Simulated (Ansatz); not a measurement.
SnGe3:
```xyz
4
Lattice="-2.1970 2.1970 4.2514 2.1970 -2.1970 4.2514 2.1970 2.1970 -4.2514" Properties=species:S:1:pos:R:3 pbc="T T T"
Sn     0.0000     0.0000     0.0000
Ge     0.0000     2.1970     2.1257
Ge     2.1970     0.0000     2.1257
Ge     0.0000     0.0000     4.2514
```

Relaxed with PBEsol. Special points in fractions of this cell's reciprocal vectors: Γ (0.000, 0.000, 0.000); X (0.000, 0.000, 0.500); P (0.250, 0.250, 0.250); N (0.000, 0.500, 0.000); M (0.500, 0.500, -0.500); S (0.317, 0.683, -0.317); S0 (-0.317, 0.317, 0.317); R (-0.134, 0.134, 0.500); G (0.500, 0.500, -0.134).

Problem. List the band energies nearest the Fermi level at these points for PBEsol in the plane-wave PAW code Ansatz.

Solution. In eV from the Fermi level; about four levels below and three above (degenerate sets whole), none deeper than 8.9 eV; points with the same levels are listed once.

```csv
k,below,above
Γ,-2.06 -2.06 -0.59 -0.37,2.12 2.12 5.78
X,-5.45 -5.34 -0.61 -0.12,0.04 0.30 5.37
P,-3.70 -3.70 -3.67 -3.23,3.77 3.77 4.17
N,-2.30 -2.02 -1.72 -1.64,1.20 1.60 2.31
M,-6.05 -5.18 -4.30 -4.30,2.08 2.61 2.61
S,-5.13 -3.17 -0.69,0.02 0.08 0.58
R,-3.89 -3.76 -0.57 -0.06,0.27 0.57 3.37
```

Space group I4/mmm. The first step of the workflow began from a Materials Project structure, measured or hypothetical; the Crystallography Open Database copy checked does not list it. Whether it is the stable phase at ambient conditions was not checked. The PBEsol relaxation kept the symmetry of its start; phonons show weakly imaginary modes. Its formation energy is positive at this level, so the cell may be metastable or incomplete. Scalar-relativistic: spin–orbit coupling is off unless named, which matters more the heavier the elements.

Potentials: the later of the program's two PAW sets.
